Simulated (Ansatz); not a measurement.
Single point in Ansatz 0.2.0 with r2SCAN, no spin polarisation. Cutoff 500 eV, PAW datasets, 10×10×4 Γ-centred k mesh, fermi-dirac filling (width 0.0289 eV).

Computed maps in the lattice plane spanned by b (left to right, 3.32 Å, 10 points from zero) and c (bottom to top, 8.37 Å, 25 points from zero), 90° apart, at height 0.750 along a. The fields are smooth PAW ones with compensation charges, not the true ones near nuclei.

Valence density. Digits on a logarithmic scale: 0 up to 0.03 e/Å³, each further digit a factor of 1.6, 9 from 1.3 e/Å³ up:
```
4444445555
4444444554
4444445555
6444467887
7544579999
8644689999
9644699999
8544589999
6444468998
5433456666
4333345555
4333345665
5433456776
6433467667
6433467667
6444467777
5444456666
4444445555
4444444554
5444455665
6444467997
7544579999
7544579999
6544569999
5444457887
```

ELF. Ten even steps from '0' (0.00) to '9' (0.76):
```
4322343333
3222233223
3222233333
4322344554
4322344224
5422452002
4322341001
4311343003
3211234444
3211233333
3111134444
5200258998
8311389889
9511597007
9511597007
9411499779
6311369999
3211235555
3211233333
3211233333
3322333223
3322332002
3422431111
3433432002
4433443333
```

The cell is GaBPb. Which atoms lie within 0.2 Å of this plane, and where (fractions of b and c)?

Pb at (0.75, 0.73), Ga at (0.75, 0.09), B at (0.75, 0.42). The whole cell:
```
Pb Ga B
1.0
     3.32108    0.00000    0.00000
     0.00000    3.32108    0.00000
     0.00000    0.00000    8.37392
Pb Ga B
2 2 2
Direct
  0.75000 0.75000 0.73063
  0.25000 0.25000 0.26937
  0.25000 0.25000 0.91460
  0.75000 0.75000 0.08540
  0.75000 0.75000 0.41520
  0.25000 0.25000 0.58480
```

Origin: a known structure type with other elements, at an estimated volume, so it need not be a known compound. Caveats: atoms or cell far from equilibrium.
